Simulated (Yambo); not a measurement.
BSE-type run in Yambo on CaB2C2 (space group I4/mcm, No. 140), at zero momentum.

Quantum ESPRESSO step (LDA, PseudoDojo standard norm-conserving files, scalar-relativistic):
```
&CONTROL
  calculation = 'nscf'
  pseudo_dir = './pseudo'
  outdir = './out'
/
&SYSTEM
  ibrav = 0
  nat = 10
  ntyp = 3
  ecutwfc = 82.0
  ecutrho = 328.0
  occupations = 'fixed'
  force_symmorphic = .true.
  nbnd = 67
/
&ELECTRONS
  conv_thr = 1e-08
  diago_full_acc = .true.
  diago_thr_init = 1e-08
/
ATOMIC_SPECIES
B 10.8100 B.upf
C 12.0110 C.upf
Ca 40.0780 Ca.upf
CELL_PARAMETERS angstrom
 -2.674105000000   2.674105000000   3.703925000000
  2.674105000000  -2.674105000000   3.703925000000
  2.674105000000   2.674105000000  -3.703925000000
ATOMIC_POSITIONS crystal
B   0.361500000000   0.861500000000   0.223000000000
B   0.638500000000   0.138500000000   0.777000000000
B   0.861500000000   0.638500000000   0.500000000000
B   0.138500000000   0.361500000000   0.500000000000
C   0.659630000000   0.840370000000   0.500000000000
C   0.340370000000   0.159630000000   0.500000000000
C   0.840370000000   0.340370000000   0.180740000000
C   0.159630000000   0.659630000000   0.819260000000
Ca   0.750000000000   0.750000000000   0.000000000000
Ca   0.250000000000   0.250000000000   0.000000000000
K_POINTS automatic
4 4 4 0 0 0
```

Yambo input:
```
rim_cut
optics
bse
bss
dipoles
em1s
RandQpts= 1000000
RandGvec= 1 Ry
FFTGvecs= 40 Ry
Chimod= "HARTREE"
BSKmod= "SEX"
BSEmod= "resonant"
BSSmod= "hs"
BSENGexx= 15 Ry
BSENGBlk= 1 Ry
% KfnQP_E
 0.624 | 1.0 | 1.0 |
%
% BSEQptR
 1 | 1 |
%
% BSEBands
 14 | 36 |
%
% BEnRange
 0.0 | 8.7 | eV
%
% BDmRange
 0.15 | 0.15 | eV
%
BEnSteps= 174
% BLongDir
 1.0 | 0.0 | 0.0 |
%
BSHayTrs= -0.02
BSSNEig= 24
WRbsWF
% BndsRnXs
 1 | 63 |
%
NGsBlkXs= 1 Ry
% LongDrXs
 1.0 | 1.0 | 1.0 |
%
```

From the report:

The dimension is k points × valence × conduction bands = 64 × 11 × 12 = 8448.
```
   [SLEPC] Approach                          : Krylov-Schur
   [SLEPC] Number of requested eigenvalues   :  24
   [SLEPC] Number of eigenvalues        [NEV]:  24
    [K] Dimension                                    :   8448
    [K] Bands                                        :   14   36
    [K] Exchange res                                 : yes
    [K] Correlation res                              : yes
    [K] W interaction is bare                        : no
    [K] RL vectors exchange                          :   733
    [K] RL vectors correlation                       :  19
    [W] Matrix size                                  :  19
    [W] Bands                                        :    1   63
    [W] Coulomb Cutoff                               : none
    [W] Hxc Kernel                                   : HARTREE
```

Geometry of the Materials Project entry, not relaxed at this level.

The structure is a Materials Project entry; no match was found in the copy of COD used, and its stability was not checked.
